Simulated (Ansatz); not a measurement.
# What a change of settings does: Lu (hcp type)

First run: DFT, PBE, PAW with Ansatz's default frozen-core files, scalar-relativistic (Ansatz 0.2.0).

Command: `ansatz run input.yaml --threads 1 --pin off --max-ram 2048MiB --backend cpu --events-out ev --progress --plain --runs-dir out` It took 31 s on 1 thread of Arm Neoverse V1, with other jobs on the host, peak memory 0.48 GiB.

```yaml
crystal:
  lattice:
    - [3.3631000245, 0.0, 0.0]
    - [-1.6815500123, 2.9125300567, 0.0]
    - [0.0, 0.0, 5.2287242203]
  atoms:
    - { symbol: Lu, position: [0.3333333333, 0.6666666667, 0.25] }
    - { symbol: Lu, position: [0.6666666667, 0.3333333333, 0.75] }
kpoints:
  mp_grid: { grid: [14, 14, 8] }
scf:
  occupations: { method: fermi_dirac, width: 0.05 }
hamiltonian:
  xc: pbe
  pseudopotentials: { kind: paw }
output:
  forces: true
  stress: true
  eigenvalues: true
  write_density: true
  write_potential: true
  elf: true
  volumetric_format: npy
basis:
  ecutwfc: 600
```

The base cell comes from a relaxation on PAW files under the same functional.

This run: volume at 0.88 of the series' base cell, ecut 600.

It converges in 8 SCF iterations at a pressure of 7.32 GPa, cutoff 600 eV.

The input is then changed:

```diff
   xc: pbe
-  pseudopotentials: { kind: paw }
+  pseudopotentials: { kind: paw_fr }
 output:
   eigenvalues: true
-  write_density: true
-  write_potential: true
-  elf: true
-  volumetric_format: npy
 basis:
   ecutwfc: 600
+magnetization:
+  noncollinear: true
+  spin_orbit: true
```

Question: What does the second run give?

Answer: It converges in 9 SCF iterations at a pressure of 6.88 GPa, cutoff 600 eV. More than one line changes, and not each need have an effect.
